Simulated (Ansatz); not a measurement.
# InPt₃: elastic constants from stress and strain

```xyz
4
Lattice="3.9880 0.0000 0.0000 0.0000 3.9880 0.0000 0.0000 0.0000 3.9880" Properties=species:S:1:pos:R:3 pbc="T T T"
In    0.0000    0.0000    0.0000
Pt    1.9940    1.9940    0.0000
Pt    0.0000    1.9940    1.9940
Pt    1.9940    0.0000    1.9940
```

Atom numbers follow the list: In1, Pt2, Pt3, Pt4.

The conventional cell has a = 3.988 Å, b = 3.988 Å, c = 3.988 Å, α = 90.00°, β = 90.00°, γ = 90.00°. In (atom 1) is surrounded by 12 Pt at 2.82 Å. Pt (atom 2) is surrounded by 4 In at 2.82 Å and 8 Pt at 2.82 Å.

The cell is COD entry 9009698, as deposited and not checked against the literature; nothing was relaxed.

Spin polarisation is left out, and whether a magnetic state lies lower isn't shown here.

No spin–orbit coupling, which matters for the heavy atoms here.

Method: Ansatz 0.2.0, DFT, PBEsol, all-electron LAPW, scalar-relativistic.

Settings: a Γ-centred 10×10×10 k mesh, Fermi–Dirac smearing of 0.05 eV, basis error target 0.5 meV/atom, no spin polarisation.

The unstrained cell is at 0.84 GPa. Large strains and very small stresses are left out. Each strain is applied once, with fractional coordinates held (clamped ions), and σ below is the change of stress, positive in tension. One finite strain gives stress–strain coefficients at this pressure with an error of the order of the strain times third-order constants, a few per cent for each per cent of strain. In a metal the k mesh adds noise of tens of per cent to soft shears.

Task: Estimate the stiffness probed by this change, and the stress that it gives: equal xy, yz and zx engineering shear strains of -1 %.

Result: σxy = -0.96 GPa and γxy = 2εxy = -0.0100, so C44 (clamped ions) = σxy/γxy = 96 GPa.

Task: Estimate the stiffness probed by this change, and the stress that it gives: equal xy, yz and zx engineering shear strains of +1 %.

Result: σxy = 0.99 GPa and γxy = 2εxy = 0.0100, so C44 (clamped ions) = σxy/γxy = 99 GPa.
